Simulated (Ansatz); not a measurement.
# Property card for SrTaNO$_{2}$

SrTaNO2:
```xyz
5
Lattice="3.9649 0.0000 0.0000 0.0000 4.0222 0.0000 0.0000 0.0000 3.9970" Properties=species:S:1:pos:R:3 pbc="T T T"
Sr     0.0000     0.0000     0.1060
Ta     1.9825     2.0111     2.0563
N      1.9825     0.0000     1.9174
O      0.0000     2.0111     1.9330
O      1.9825     2.0111     3.9796
```

Space group Pmm2 (No. 25); conventional cell a = 3.9649 Å, b = 4.0222 Å, c = 3.9970 Å, α = 90.00°, β = 90.00°, γ = 90.00°.

Method: DFT-LDA in the program Ansatz with PAW potentials. The cell and atoms are relaxed at this level. Other levels are named where they apply.

**Cell and energy**

```yaml
volume_per_atom: 12.75 Å³
density: 8.19 g/cm³
Formation energy from the elements (no fitted shifts): -2.57 eV/atom
```

**Electronic structure**

```yaml
band_gap: 0.71 eV (indirect)
valence_band_maximum: at Z (k = 0.000, 0.000, 0.500 in fractions of the reciprocal vectors)
conduction_band_minimum: at Γ
smallest_direct_gap_on_the_standard_path: 0.90 eV
electron_effective_mass: 0.12, 0.24, 3.1 mₑ (principal values)
hole_effective_mass: 0.17, 0.63, 8.0 mₑ (principal values)
```

**Mechanics**

```yaml
Bulk modulus (Birch–Murnaghan fit): 2050 kbar
Pressure derivative B′: 5.5
```

**Dielectric response**

```yaml
Electronic dielectric constant ε∞ (DFPT): 6.94 (xx), 12.6 (yy), 6.13 (zz)
Born charges (a third of the trace): Sr +2.54, Ta +8.97, N -4.82, O -3.50 to -3.19 e
```

**Phonons**

```yaml
Highest zone-centre frequency (without LO–TO term): 645 cm⁻¹
zone_centre_stability: unstable, softest mode 173i cm⁻¹
```

The workflow started from a Materials Project entry (that database holds measured and hypothetical structures alike); the Crystallography Open Database copy checked does not list it. With N and O taken as one species the cell has the higher symmetry P4mm, so it may be an ordered model of a mixed-site phase. Whether it is the stable phase at ambient conditions was not checked. The LDA relaxation kept the symmetry of its start. No spin polarisation was allowed. The references are the lowest solids computed at this level, not always the standard phases (solids in place of the gases). Scalar-relativistic: spin–orbit coupling is off unless named, which matters more the heavier the elements.

Potentials: the later of the program's two PAW sets.
